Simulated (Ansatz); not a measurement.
This run works on a generated trial structure, not on a known crystal.

Input and command of a plane-wave DFT calculation in Ansatz:

```yaml
crystal:
  lattice:
    - [0.0, 5.1125, 5.1125]
    - [5.1125, 0.0, 5.1125]
    - [5.1125, 5.1125, 0.0]
  atoms:
    - { symbol: K, position: [0.25, 0.25, 0.25] }
    - { symbol: K, position: [0.75, 0.75, 0.75] }
    - { symbol: Mg, position: [0.0, 0.0, 0.0] }
    - { symbol: Al, position: [0.5, 0.5, 0.5] }
    - { symbol: C, position: [0.80635697, 0.19364303, 0.19364303] }
    - { symbol: C, position: [0.19364303, 0.80635697, 0.19364303] }
    - { symbol: C, position: [0.19364303, 0.19364303, 0.80635697] }
    - { symbol: C, position: [0.19364303, 0.80635697, 0.80635697] }
    - { symbol: C, position: [0.80635697, 0.19364303, 0.80635697] }
    - { symbol: C, position: [0.80635697, 0.80635697, 0.19364303] }
    - { symbol: "N", position: [0.69193154, 0.30806846, 0.30806846] }
    - { symbol: "N", position: [0.30806846, 0.69193154, 0.30806846] }
    - { symbol: "N", position: [0.30806846, 0.30806846, 0.69193154] }
    - { symbol: "N", position: [0.30806846, 0.69193154, 0.69193154] }
    - { symbol: "N", position: [0.69193154, 0.30806846, 0.69193154] }
    - { symbol: "N", position: [0.69193154, 0.69193154, 0.30806846] }
basis:
  ecutwfc: 420
kpoints:
  mp_grid: { grid: [4, 4, 4] }
hamiltonian:
  xc: pbe
scf:
  occupations: { method: gaussian, width: 0.1 }
  lower_state_search: "off"
output:
  forces: true
  stress: true
  eigenvalues: true
relax:
  adjacent_minimum: "off"
  f_tol: 0.04
  max_steps: 70
  cell: { stress_tol: 0.4 }
```

```bash
ansatz run input.yaml --threads 1 --pin off --max-ram 2560MiB --backend cpu --events-out ev --progress --plain --runs-dir out
```

Processor: Arm Neoverse N1, 1 thread, on a host shared with other jobs.

Problem. Estimate time, memory and problem size.

Solution. About 2.3 min, peak memory 0.59 GiB. It solves 59 bands at 8 k points (after reduction by symmetry) with about 6081 plane waves (on the last cell), in 44 SCF iterations over 7 ionic steps.
